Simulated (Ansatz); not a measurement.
This is a single-point calculation with the plane-wave code Ansatz on a 14-atom cell of Si₃C₃N₈ built on β-Si3N4 (relaxed group P-6); the level of theory is PBE0. The geometry is the r2SCAN minimum.

Input file:
```yaml
crystal:
  lattice:
    - [7.0423664737, -2.8e-09, 0.0]
    - [-3.5211832344, 6.0988682704, 0.0]
    - [0.0, 0.0, 2.6683409762]
  atoms:
    - { symbol: Si, position: [0.2255296523, 0.8349499168, 0.5] }
    - { symbol: C, position: [0.4257734372, 0.2366594532, 0.0] }
    - { symbol: C, position: [0.8108860161, 0.5742265628, 0.0] }
    - { symbol: Si, position: [0.1650500832, 0.3905797355, 0.5] }
    - { symbol: Si, position: [0.6094202645, 0.7744703477, 0.5] }
    - { symbol: C, position: [0.7633405468, 0.1891139839, 0.0] }
    - { symbol: "N", position: [0.3333333333, 0.6666666667, 0.5] }
    - { symbol: "N", position: [0.6666666667, 0.3333333333, 0.0] }
    - { symbol: "N", position: [0.9483609663, 0.6380112631, 0.5] }
    - { symbol: "N", position: [0.3039731706, 1.0023010562, 0.0] }
    - { symbol: "N", position: [0.6983278856, 0.6960268294, 0.0] }
    - { symbol: "N", position: [0.3619887369, 0.3103497032, 0.5] }
    - { symbol: "N", position: [-0.0023010562, 0.3016721144, 0.0] }
    - { symbol: "N", position: [0.6896502968, 0.0516390337, 0.5] }
kpoints:
  mp_grid: { grid: [3, 3, 6] }
  band_path:
    path:
      - [0.0, 0.0, 0.0]
      - [0.5, 0.0, 0.0]
      - [0.3333333333, 0.3333333333, 0.0]
      - [0.0, 0.0, 0.5]
      - [0.5, 0.0, 0.5]
      - [0.3333333333, 0.3333333333, 0.5]
      - [0.0, 0.0, 0.145833]
    npoints: 1
hamiltonian:
  xc: pbe0
scf:
  occupations: { method: fixed }
  n_extra_bands: 7
output:
  forces: true
  stress: true
  eigenvalues: true
```

Wall time 59 s on 1 × NVIDIA H100 80GB HBM3 with 2 threads of AMD EPYC 7R13 Processor (Zen 3) (shared host); peak host memory 2.2 GiB.

Output, abridged:
```
Pseudopotential: Si, paw, valence charge 4, recommended cutoff 420 eV (normal)
Pseudopotential: C, paw, valence charge 4, recommended cutoff 420 eV (normal)
Pseudopotential: N, paw, valence charge 5, recommended cutoff 420 eV (normal)
Functional definition: PBE0
Crystal: 14 atoms, lattice volume = 114.606 Å³
Basis set: ecut = 420 eV, 2247 PW (Γ)
Bands: 39, of which v1, the nominal top of the filled ones, is band 32 counted from 1 (31 counted from 0)
Symmetry: 6 space group operations
Space group: P-6 (ITA 174)
k-points: 12 of 54 (time reversal used)
[warm-up without exact exchange]
SCF iter   1: HF=-5732.489826 eV  Δρ=1.26e-2  dr2=2.46e-1
SCF iter   2: HF=-5732.465062 eV  Δρ=9.84e-3  dr2=1.53e-1
SCF iter   3: HF=-5732.430126 eV  Δρ=3.13e-3  dr2=4.81e-3
SCF iter   4: HF=-5732.430439 eV  Δρ=1.03e-3  dr2=7.97e-4
SCF iter   5: HF=-5732.430441 eV  Δρ=2.24e-4  dr2=2.37e-5
SCF 1 stopped early in 5 iterations: F = -5732.430456 eV  dr2 = 2.37e-5
[exact exchange on]
Exchange kernel: α = 0.2500, full range, Wigner–Seitz truncation, v(0) = 11559.8475 eV·Å³, q-mesh 3×3×6
SCF iter   1: HF=-5734.800808 eV  Δρ=9.83e-3  dr2=6.94e-2
preconditioner: auto → none  [insulator: Δε(μ)=4.581 eV  ℏωp=27.7 eV]
SCF iter   2: HF=-5734.775649 eV  Δρ=3.95e-3  dr2=1.13e-2
SCF iter   3: HF=-5734.808261 eV  Δρ=2.16e-3  dr2=4.02e-3
SCF iter   4: HF=-5734.806961 eV  Δρ=4.01e-4  dr2=2.14e-4
SCF iter   5: HF=-5734.808072 eV  Δρ=3.89e-4  dr2=1.48e-4
SCF iter   6: HF=-5734.808027 eV  Δρ=3.34e-5  dr2=4.33e-6
SCF 2 stopped early in 6 iterations: F = -5734.808027 eV  dr2 = 4.33e-6
hybrid outer 1: dexx = +4.171e-2 eV, tail = 8.71e-5 eV
SCF iter   1: HF=-5734.808189 eV  Δρ=9.14e-5  dr2=7.65e-6
SCF iter   2: HF=-5734.808188 eV  Δρ=2.52e-5  dr2=6.24e-7
SCF iter   3: HF=-5734.808191 eV  Δρ=2.19e-5  dr2=2.13e-7
SCF iter   4: HF=-5734.808191 eV  Δρ=6.44e-6  dr2=3.81e-8
SCF iter   5: HF=-5734.808191 eV  Δρ=4.29e-6  dr2=1.12e-8
SCF iter   6: HF=-5734.808191 eV  Δρ=1.06e-6  dr2=1.92e-9
SCF 3 converged in 6 iterations: F = -5734.808191 eV  dr2 = 1.92e-9
hybrid outer 2: dexx = +4.038e-6 eV, tail = 3.94e-8 eV, Δε = 2.60e-3 eV, ΔF = 4.09e-3 eV/Å
hybrid SCF converged: 2 outer / 12 inner (+5 warm-up)
Free energy (F): -5734.808191 eV
Fermi energy:    8.827355 eV
--- Per-component energies (eV) ---
  E_band       = -46.967693
  E_kinetic    = 1480.193153
  E_local      = -2266.437337
  E_nonlocal   = 506.620407
  E_hartree    = 740.537961
  E_xc         = -617.056334
  E_vxc        = -727.066115
  E_exx        = -182.391036
  E_paw        = -2856.688583
  E_vpaw       = -156.571687
  E_ewald      = -2539.194321
  E_core_change = -0.392954
--- Forces (eV/Å), atoms counted from 1 ---
  atom   1  Si      0.06388      0.02457      0.00000
  atom   2  C     -0.07632      0.12652      0.00000
  atom   3  C       0.14773      0.00284      0.00000
  atom   4  Si    -0.05322      0.04304      0.00000
  atom   5  Si    -0.01066    -0.06761      0.00000
  atom   6  C     -0.07140    -0.12936      0.00000
  atom   7  N       0.00000      0.00000      0.00000
  atom   8  N       0.00000      0.00000      0.00000
  atom   9  N     -0.33971    -0.15509      0.00000
  atom  10  N     -0.00425      0.16678      0.00000
  atom  11  N       0.14656    -0.07971      0.00000
  atom  12  N       0.30417    -0.21666      0.00000
  atom  13  N     -0.14231    -0.08707      0.00000
  atom  14  N       0.03555      0.37174      0.00000
--- Stress (GPa, compression-positive) ---
       -2.925430      -0.000006       0.000000
        0.000006      -2.925430       0.000000
        0.000000       0.000000      -3.780068
  P = ⅓ Tr σ = -3.2103 GPa (-32.103 kbar)
--- Band table (eV; the first three rows and the last of 12) ---
  k-point 0: bands = […, 6.7782, 7.4830, 7.4830, 8.2754, 8.4214, 8.6989, 13.3839, 13.8249, 13.8249, 15.8999, …]
  k-point 1: bands = […, 6.7156, 6.7156, 7.4058, 7.4410, 7.4410, 8.8274, 15.3104, 15.3104, 15.4317, 16.6092, …]
  k-point 2: bands = […, 6.2432, 6.5389, 6.5389, 7.0789, 7.0789, 8.2977, 14.4439, 14.4439, 16.4746, 17.3353, …]
  k-point 11: bands = […, 6.0884, 6.5279, 6.5484, 7.0441, 7.3950, 7.4752, 13.7651, 14.3635, 15.4842, 16.7419, …]
```

The rows of the band table are 0: (0, 0, 0) = Γ, 1: (0, 0, 1/6), 2: (0, 0, 1/3), 11: (1/3, 1/3, -1/2) = H.

Levels at the listed points, from bands.tsv (eV from the Fermi energy, bands near the gap, counted from 0):
```tsv
# k_distance	band_27	band_28	band_29	band_30	band_31	band_32	band_33	band_34	band_35
# fermi_ev = 8.827355
# [0, 0, 0] at k_distance = 0.000000
# [0.5, 0, 0] at k_distance = 0.515111
# [0.3333333333, 0.3333333333, 0] at k_distance = 0.812510
# [0, 0, 0.5] at k_distance = 2.131585
# [0.5, 0, 0.5] at k_distance = 2.646695
# [0.3333333333, 0.3333333333, 0.5] at k_distance = 2.944095
# [0, 0, 0.145833] at k_distance = 3.968438
# levels_relative_to = fermi_ev
0.000	-1.344	-1.344	-0.552	-0.406	-0.128	4.557	4.997	4.997	7.073
0.515	-1.908	-1.618	-0.717	-0.404	-0.221	4.997	5.062	5.172	7.251
0.813	-1.962	-1.326	-1.070	-0.381	-0.234	5.094	5.106	5.188	7.327
2.132	-2.311	-2.311	-1.978	-1.978	-1.555	5.000	5.000	7.560	7.560
2.647	-2.283	-2.218	-1.805	-1.699	-1.170	4.761	5.646	6.789	7.693
2.944	-2.299	-2.279	-1.783	-1.432	-1.352	4.938	5.536	6.657	7.915
3.968	-1.833	-1.363	-1.363	-1.242	0.011	6.263	6.309	6.309	7.724
```
In order the rows are Γ, M, K, A, L, H, Γ–A (0.29).

The PBE0 gap is indirect, 4.55 eV (Γ–A (0.29 of the way from Γ) to Γ), below the direct gap of 4.68 eV at Γ. The gap is the least over the mesh and the extra points. With the atoms held, the mean pressure is -3.2 GPa (compression positive). The stress of a hybrid is loosely converged here. The largest force is 0.37 eV/Å.

(Calculated; spin-unpolarised; the phase may be known or hypothetical.)

The meshes of the hybrids are coarse, so their gaps aren't converged to the digits shown.
